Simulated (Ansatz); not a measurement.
Geometry optimisation in Ansatz: input, command and trajectory.

```yaml
crystal:
  lattice:
    - [2.9381872182, 0.0, 0.0]
    - [-1.4690936091, 2.544544772, 0.0]
    - [0.0, 0.0, 4.8182083331]
  atoms:
    - { symbol: Ti, position: [0.6666666665, 0.3333333335, 0.2637730983] }
    - { symbol: Ti, position: [0.3333333335, 0.6666666665, 0.7362269017] }
    - { symbol: O, position: [0.0, 0.0, 0.0] }
basis:
  ecutwfc: 420
kpoints:
  mp_grid: { grid: [24, 24, 12] }
hamiltonian:
  xc: pbesol
scf:
  occupations: { method: gaussian, width: 0.1 }
output:
  forces: true
  stress: true
  eigenvalues: true
relax:
  adjacent_minimum: "off"
  f_tol: 0.008
  max_steps: 40
  cell: { stress_tol: 0.015, fix: [c, angles] }
```

```bash
ansatz run input.yaml --threads 1 --pin off --max-ram 2560MiB --backend cpu --events-out ev --progress --plain --runs-dir out
```

The calculation used DFT PBEsol, scalar-relativistic, plane waves, PAW (Ansatz).

Of 5 frames 4 are shown, positions in Å and forces in eV/Å; the SCF threshold varies from step to step. Steps run on the plane waves of an earlier cell, with a Pulay correction in the pressure. The basis is chosen afresh for the last frame, the zero of the energies, and at times for earlier ones too; energy and pressure step there, also at an unchanged geometry.

```xyz
3
Lattice="2.9382 0.0000 0.0000 -1.4691 2.5445 0.0000 0.0000 0.0000 4.8182" Properties=species:S:1:pos:R:3:forces:R:3 pbc="T T T" step=1 free_energy_over_end_meV_per_atom=0.08 pressure_GPa=-2.02
Ti    1.4691    0.8482    1.2709    0.0000    0.0000    0.0565
Ti    0.0000    1.6964    3.5473    0.0000    0.0000   -0.0565
O     0.0000    0.0000    0.0000    0.0000    0.0000    0.0000
3
Lattice="2.9349 0.0000 0.0000 -1.4675 2.5417 0.0000 0.0000 0.0000 4.8182" Properties=species:S:1:pos:R:3:forces:R:3 pbc="T T T" step=2 free_energy_over_end_meV_per_atom=-0.04 pressure_GPa=-1.68
Ti    1.4675    0.8472    1.2749    0.0000    0.0000    0.0105
Ti    0.0000    1.6945    3.5434    0.0000    0.0000   -0.0105
O     0.0000    0.0000    0.0000    0.0000    0.0000    0.0000
3
Lattice="2.9378 0.0000 0.0000 -1.4689 2.5442 0.0000 0.0000 0.0000 4.8182" Properties=species:S:1:pos:R:3:forces:R:3 pbc="T T T" step=3 free_energy_over_end_meV_per_atom=0.01 pressure_GPa=-2.09
Ti    1.4689    0.8481    1.2758    0.0000    0.0000   -0.0147
Ti    0.0000    1.6961    3.5424    0.0000    0.0000    0.0147
O     0.0000    0.0000    0.0000    0.0000    0.0000    0.0000
3
Lattice="2.9366 0.0000 0.0000 -1.4683 2.5432 0.0000 0.0000 0.0000 4.8182" Properties=species:S:1:pos:R:3:forces:R:3 pbc="T T T" step=5 free_energy_over_end_meV_per_atom=0.00 pressure_GPa=-1.91
Ti    1.4683    0.8477    1.2751    0.0000    0.0000    0.0000
Ti    0.0000    1.6955    3.5431    0.0000    0.0000    0.0000
O     0.0000    0.0000    0.0000    0.0000    0.0000    0.0000
```

The run took 5.5 min on 1 thread of AMD EPYC 7R43 64-Core Processor (Zen 3), with other jobs on the host, peak memory 1.4 GiB.

Spin polarisation was left out, and a magnetic state may lie lower.